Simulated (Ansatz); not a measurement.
**Notes on Cs3GaF6**

```
Cs Ga F
1.0
     0.00000    4.77954    4.77954
     4.77954    0.00000    4.77954
     4.77954    4.77954    0.00000
Cs Ga F
3 1 6
Direct
  0.75000 0.75000 0.75000
  0.25000 0.25000 0.25000
  0.00000 0.00000 0.00000
  0.50000 0.50000 0.50000
  0.29650 0.70350 0.70350
  0.70350 0.29650 0.70350
  0.70350 0.29650 0.29650
  0.29650 0.70350 0.29650
  0.70350 0.70350 0.29650
  0.29650 0.29650 0.70350
```

Method: PBEsol, no spin polarisation; PAW, plane waves to 420 eV, 5×5×5 Γ-centred mesh, gaussian occupations (width 0.0123 eV) (Ansatz 0.2.0), atoms fixed.

**Contacts.** Ga–F at 1.95 Å: least valence density 0.58 e/Å³ and ELF 0.20 there. Cs–F at 2.83 Å: least valence density 0.14 e/Å³ and ELF 0.06 there, a closed-shell (ionic or weak) contact. Both are smooth PAW fields, read partly inside the augmentation spheres.
**Stress.** The pressure is -2.5 GPa (compression positive), so with the atoms held at these fractions the cell would first shrink.
**Formation energy.** -2.79 eV an atom against the elements' usual phases (free molecules for gases, crystals otherwise, with no correction for O₂ or N₂), so it is bound against them; other compounds may still compete. Relaxing would lower it.
**Forces.** The largest is on F10 (and as large on other atoms): 0.35 eV/Å, components (0.00, 0.00, 0.35). It makes 0° with the line to a nearest neighbour, Ga4 at 1.95 Å, pointing towards it.
**Electronic structure.** The gap is 5.71 eV, direct at the points sampled.

Origin: a database entry at a rescaled volume.
